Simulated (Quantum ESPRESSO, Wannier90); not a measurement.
# Tight-binding from DFT: YTl (CsCl type)

```
YTl
1.0
    3.77760     0.00000     0.00000
    0.00000     3.77760     0.00000
    0.00000     0.00000     3.77760
Y Tl
1 1
Direct
  0.50000   0.50000   0.50000
  0.00000   0.00000   0.00000
```

Materials Project entry mp-11575; symmetrised, unrelaxed at this level. COD (Crystallography Open Database) has an entry of this formula and space group (matched by these alone). Method: LDA plane waves in Quantum ESPRESSO 7.5 (PseudoDojo norm-conserving files, 58 Ry, no spin polarisation, no spin-orbit coupling), Bloch states on a 8×8×8 mesh through Γ, Wannier90 4.0.1. Density: 12×12×12 mesh, cold smearing 0.01 Ry. Spin-orbit coupling is left out although heavy elements are present.

Energies are relative to the Fermi level.

**Bands.** No gap over 0.05 eV opens at the Fermi level at this level of theory. 4 filled groups are cut off by gaps; the highest, bands 10, spans -8.95 to -4.45 eV and is Tl 6s 60 %, Y 4d 17 %, Y 5s 10 %.

**Model.** 13 functions (Y spd, Tl sp) from bands 10-31, frozen to 1.50 eV, reach Ω_I = 21.45 Å² and follow pw.x to 2.5 meV rms (states up to 1.0 eV relative to the Fermi level).

**Frozen window.** Edge, Ω_I and misfit go -1.5 eV, 20.89 Å², 232 meV; 1.0 eV, 21.39 Å², 2.7 meV; 1.5 eV, 21.45 Å², 2.5 meV; 2.5 eV, 21.60 Å², 1.7 meV. Ω_I never falls as the edge rises, since each frozen state takes freedom from the choice of the smoothest subspace. The edges under the compared range leave its upper states unfrozen, and their misfit is the largest.

**No window.** Without a frozen window Ω_I drops to 20.53 Å² while the misfit grows to 462 meV: a small spread is no proof of good bands.

**Outer window.** The setting "outer window to 14.63 eV" raises Ω_I to 33.35 Å², as fewer states are left to mix in, and the misfit goes to 8.2 meV.

**Stops.** With the frozen window to 10.20 eV the program stops (More states in the frozen window than target WFs). With the outer window to 11.63 eV the program stops (Energy window contains fewer states than number of target WFs).
